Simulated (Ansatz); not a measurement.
CaF2 (fluorite)

```xyz
3
Lattice="0.0000 2.7555 2.7555 2.7555 0.0000 2.7555 2.7555 2.7555 0.0000" Properties=species:S:1:pos:R:3 pbc="T T T"
Ca     0.0000     0.0000     0.0000
F      1.3777     1.3777     1.3777
F      4.1332     4.1332     4.1332
```

This relaxed cell (volume V₀) is scaled evenly in all directions, its shape held. Symmetry pins the atoms to their sites.

These are PBE (plane waves to 420 eV, PAW, scalar-relativistic; Ansatz, an electronic-structure program) values and carry that method's errors. k mesh 10×10×10 (Γ-centred), Fermi-Dirac smearing 0.05 eV. E stands for the smeared free energy. Stress and pressure are positive under compression. CaF2 was relaxed with its symmetry unable to fall. ΔE is measured from the relaxed starting cell.

Problem. What ΔE (kJ/mol of atoms) and P (GPa) does the calculation give at V/V₀ = 0.872, 0.904, 0.936, 1.064, 1.096, 1.160?

Solution. 
```tsv
V/V₀	ΔE (kJ/mol of atoms)	P (GPa)
0.872	6.84	14.4
0.904	3.61	9.8
0.936	1.51	5.9
1.064	1.19	-4.2
1.096	2.53	-5.8
1.160	6.36	-8.3
```

(A scan under strain: stresses follow from slopes of the energy per volume, elastic moduli from its curvatures.)
